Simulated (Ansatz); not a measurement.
Relaxed-ion elastic tensor of LiBr (rock salt, Fm-3m) in GPa (Voigt order), plane-wave PAW LDA (Ansatz code); density 3.85 g/cm³, 18.71 Å³ per atom.

```
62.1  19.0  19.0   0.0   0.0   0.0
19.0  62.1  19.0   0.0   0.0   0.0
19.0  19.0  62.1   0.0   0.0   0.0
 0.0   0.0   0.0  22.1   0.0   0.0
 0.0   0.0   0.0   0.0  22.1   0.0
 0.0   0.0   0.0   0.0   0.0  22.1
```

### Question
Is the crystal mechanically stable?

### Answer
Yes: the smallest eigenvalue of C is 22.1 GPa.

### Question
Work out the Voigt, Reuss and Hill averages.

### Answer
K_V = 33.3, K_R = 33.3, K_H = 33.3; G_V = 21.9, G_R = 21.9, G_H = 21.9 GPa.

### Question
Give Young's modulus, Poisson's ratio, Pugh's ratio and the universal anisotropy index.

### Answer
E = 9KG/(3K + G) = 53.9 GPa; ν = 0.23; K/G = 1.52 (brittle by the Pugh limit of 1.75); A_U = 5G_V/G_R + K_V/K_R − 6 = 0.00.

### Question
Estimate the sound speeds and the Debye temperature.

### Answer
v_l = √((K + 4G/3)/ρ) = 4030 m/s, v_t = √(G/ρ) = 2380 m/s, mean 2640 m/s; Θ = (h/k)(3n/4πV)^(1/3) v_m = 296 K.

### Question
Give the Zener ratio and Young's modulus along [100], [110] and [111].

### Answer
A = 2C44/(C11 − C12) = 1.02; 1/E = S11 − 2(S11 − S12 − S44/2)Γ with Γ = 0, 1/4, 1/3 gives 53.2, 54.0, 54.3 GPa.

The LDA relaxation kept the symmetry of its start; phonons on a q-mesh show no instability.

Potentials: the later of the program's two PAW sets.
